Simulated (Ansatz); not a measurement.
# KZnF3: clamped-ion strain scan

Level of theory: Ansatz, DFT r2SCAN, scalar-relativistic, plane waves, PAW. Settings: plane waves to 500 eV, k-mesh 6×6×6 (Γ-centred), Gaussian smearing 0.05 eV. No spin polarisation. Energies are free energies at this smearing, counted from the undisturbed cell; pressure is positive in compression.

The undisturbed cell (as given, not relaxed at this level; it stands at -0.2 GPa, and it needn't be the usual structure):

```
K Zn F
1.0
     4.05000    0.00000    0.00000
     0.00000    4.05000    0.00000
     0.00000    0.00000    4.05000
K Zn F
1 1 3
Direct
  0.00000 0.00000 0.00000
  0.50000 0.50000 0.50000
  0.50000 0.50000 0.00000
  0.00000 0.50000 0.50000
  0.50000 0.00000 0.50000
```

The cell is strained by ε times the Voigt pattern (0, 0, 0, 0, 0, 1) (xx, yy, zz, yz, xz, xy; engineering shear) with fractional coordinates fixed.

```csv
ε,ΔE (meV/atom),"stress summed along the pattern (GPa, tension positive)",pressure (GPa),gap on the mesh (eV)
-0.0200,0.6,-0.74,-0.2,4.63
-0.0100,0.1,-0.37,-0.2,4.63
0.0000,0.0,0.00,-0.2,4.63
0.0025,0.0,0.09,-0.2,4.63
0.0050,0.0,0.18,-0.2,4.63
0.0075,0.1,0.28,-0.2,4.63
0.0125,0.2,0.46,-0.2,4.63
0.0150,0.3,0.55,-0.2,4.63
0.0175,?,?,-0.2,4.63
```

By symmetry 0.0200 repeats -0.0200, -0.0150 repeats 0.0150, 0.0100 repeats -0.0100, -0.0050 repeats 0.0050 in energy, with the opposite slope along the path.

**Question.** Give the withheld values.

**Answer.** ΔE (meV/atom) at ε = 0.0175: 0.5; stress summed along the pattern (GPa, tension positive) at ε = 0.0175: 0.64.